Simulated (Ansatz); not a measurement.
6 guesses for B₅W and where they end

All numbers below come from DFT PBE, scalar-relativistic, plane waves, PAW in Ansatz. Settings: cutoff 420 eV, Γ-centred meshes spaced at most about 0.3 Å⁻¹, and about 0.25 Å⁻¹ or finer for metals (2π included), Gaussian smearing. No spin polarisation in the final relaxations.

Each guess was relaxed in cell and atoms at zero pressure, within the symmetry of its start. Temperature and zero-point effects are left out. Coordination counts B atoms around W (those within 1.25 times the shortest such distance or 1.15 times the sum of covalent radii; a plus sign parts nearer from farther groups).

```
guess    made from  start group  V start (Å³/atom)       end group  V end (Å³/atom)  coordination at the end  gap on mesh (eV)  E over the lowest end (meV/atom)
    1  random cell        P-62m               10.1          P6/mmm             15.6                      W 8                 0                               684
    2   ErCu5 type        F-43m                8.8               ?                ?                        ?                 ?                                 ?
    3  random cell        P-62m                9.5           P-62m             10.6                      W 3                 0                               656
    4   DyNi5 type       P6/mmm                9.7  P6/mmm (CaCu5)              7.4                     W 18                 0                               319
    5  random cell       P4/mmm               11.3          P4/mmm              8.7                    W 4+8                 0                               360
    6  random cell       P6/mmm                9.0          P6/mmm              8.0                     W 12                 0                                 0
```

Guess 2 as it starts:

Space group F-43m (No. 216). a = 5.945 Å, b = 5.945 Å, c = 5.945 Å, α = 90.00°, β = 90.00°, γ = 90.00°
| atom | site | symmetry | x | y | z |
| --- | --- | --- | --- | --- | --- |
| B | 4c | -43m | 0.2500 | 0.2500 | 0.2500 |
| B | 16e | .3m | 0.6240 | 0.1240 | 0.1240 |
| W | 4a | -43m | 0.0000 | 0.0000 | 0.0000 |

Q: Predict the end of this guess and its energy over the lowest end.

A: It ends in space group F-43m (No. 216), with a = 5.678 Å, 7.6 Å³/atom and no gap. It lies 166 meV/atom over the lowest end, above guess 6 and below guess 4. Counting B atoms around W, this end has W 16 and the lowest (guess 6) has W 12. This end holds B–B units of three or more atoms (shortest 1.94 Å); the lowest (guess 6) holds B–B nets (shortest 1.69 Å).

```cif
data_structure
_symmetry_space_group_name_H-M 'F-43m'
_symmetry_Int_Tables_number 216
_cell_length_a 5.6777
_cell_length_b 5.6777
_cell_length_c 5.6777
_cell_angle_alpha 90.000
_cell_angle_beta 90.000
_cell_angle_gamma 90.000
_cell_volume 183.03
loop_
_atom_site_label
_atom_site_type_symbol
_atom_site_symmetry_multiplicity
_atom_site_Wyckoff_symbol
_atom_site_fract_x
_atom_site_fract_y
_atom_site_fract_z
_atom_site_occupancy
B1 B 4 c 0.25000 0.25000 0.25000 1
B2 B 16 e 0.12098 0.37902 0.87902 1
W1 W 4 a 0.00000 0.00000 0.00000 1
```

Formation energies are uncorrected and refer to the elements' standard structures at the same level.

Q: Is the lowest end bound against the elements?

A: No: its formation energy is +0.51 eV/atom. The separate elements lie lower, so it is unstable against them.

Spin–orbit coupling, which can matter for W, is left out. A magnetic state wasn't ruled out in cells without spin, among them P6/mmm at 8.0 Å³/atom, F-43m, P6/mmm at 7.4 Å³/atom, P4/mmm, P-62m and others. Cells relaxed within their symmetry can be saddle points. A lower structure may well exist outside this small set. Some structure types and database cells were kept out of the candidates from the start, so a known form may be missing.
